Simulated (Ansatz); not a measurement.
The relaxed structure here is a generated cell of TiAl: the first start was made by placing the elements on the sites of a structure type, and the end was not matched to a known phase here, so it may be hypothetical. Known forms of TiAl include space group No. 123.

A relaxed structure of TiAl. All values below come from r2SCAN (plane waves to 500 eV, PAW, scalar-relativistic; Ansatz, an electronic-structure program).

```cif
data_AlTi
_chemical_formula_sum 'Al1 Ti1'
_space_group_name_H-M_alt 'P 1'
_space_group_IT_number 1
_cell_length_a 3.72705
_cell_length_b 3.72705
_cell_length_c 3.72705
_cell_angle_alpha 60.000
_cell_angle_beta 60.000
_cell_angle_gamma 60.000
loop_
_space_group_symop_operation_xyz
  'x, y, z'
loop_
_atom_site_label
_atom_site_type_symbol
_atom_site_fract_x
_atom_site_fract_y
_atom_site_fract_z
_atom_site_occupancy
Al1 Al 0.00000 0.00000 0.00000 1
Ti1 Ti 0.50000 0.50000 0.50000 1
```

Question: Find the space group and the Wyckoff positions (tolerance 0.01 Å).

Answer: Space group Fm-3m (No. 225); a = b = c = 5.2708 Å, α = β = γ = 90.00°

```tsv
atom	site	symmetry	x	y	z
Al	4a	m-3m	0.0000	0.0000	0.0000
Ti	4b	m-3m	0.5000	0.5000	0.5000
```

This is the rock salt type.

Question: Give the shortest distances between elements (the closest pairs, up to four, under 3.6 Å).

Answer: Al–Ti 2.64 Å.

```json
{
  "volume_per_atom": "18.30 Å³",
  "band_gap": "zero (metallic)"
}
```

No spin polarisation in the result.

The run could not lose the symmetry of its start: the end is stationary, and may be a saddle point rather than a minimum.

All atoms sit on sites fixed by symmetry, so only the cell could relax.
